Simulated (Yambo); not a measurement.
Sr2H3I (space group P-3m1, No. 164), G0W0@PBEsol in Yambo (3×3×2 mesh, plasmon pole; 8 Ry block, no terminator). The number N of bands in W and G is varied.

```tsv
N	x = 1/N	gap A → K (eV)	shift of the valence edge (eV)
74	0.01351	3.659	-0.601
113	0.00885	3.694	-0.846
163	0.00613	3.718	-0.997
214	0.00467	?	?
```

Task: Basis-set arguments suggest E = E∞ + A x. Fix A and E∞ from the two rows above the withheld one, predict the row at 214 bands, and test the form.

Result: Gap: A = (3.718 − (3.694))/(0.00613 − 0.00885) = -8.82, E∞ = 3.772 eV, so 3.731 eV is predicted; the run gave 3.730 eV (miss 1 meV). The first two rows have slope -7.51, within 15 % of that. Shift: A = (-0.997 − (-0.846))/(0.00613 − 0.00885) = 55.5, E∞ = -1.337 eV, so -1.078 eV is predicted; the run gave -1.075 eV (miss 3 meV). The first two rows have slope 52.6, within 15 % of that. The other settings are held fixed.

Spin-orbit coupling is not included.

Geometry of the Materials Project entry, not relaxed at this level; primitive cell a = 4.243 Å, b = 4.243 Å, c = 7.683 Å, α = 90.00°, β = 90.00°, γ = 120.00°.

The structure is a Materials Project entry; no match was found in the copy of COD used, and its stability was not checked.

A shift is the quasiparticle energy of the state minus its PBEsol energy.
